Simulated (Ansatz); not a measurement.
P:
```yaml
crystal:
  lattice:
    - [2.43328, 0.00000, 0.00000]
    - [0.00000, 2.43328, 0.00000]
    - [0.00000, 0.00000, 2.43328]
  atoms:
    - { symbol: P, position: [0.00000, 0.00000, 0.00000] }
```

Relaxed with r²SCAN. Special points in fractions of this cell's reciprocal vectors: Γ (0.000, 0.000, 0.000); X (0.000, 0.500, 0.000); M (0.500, 0.500, 0.000); R (0.500, 0.500, 0.500).

Question: List the band energies nearest the Fermi level at these points for DFT-r²SCAN in the program Ansatz with PAW potentials.

Answer: In eV from the Fermi level; about four levels below and three above (degenerate sets whole), none deeper than 8.9 eV; … stands for higher levels left out; points with the same levels are listed once.

```csv
k,below,above
Γ,–,5.46 5.46 5.46
X,–,8.53 8.53 9.69
M,-7.73 -5.59 -5.59,1.26 11.42 …
R,-2.33 -2.33 -2.33 -1.25,…
```

Space group Pm-3m (simple cubic). This is a known high-pressure phase of the composition, computed here at zero pressure and temperature. The r²SCAN relaxation kept the symmetry of its start; phonons on a q-mesh show no instability.

Potentials: the later of the program's two PAW sets.
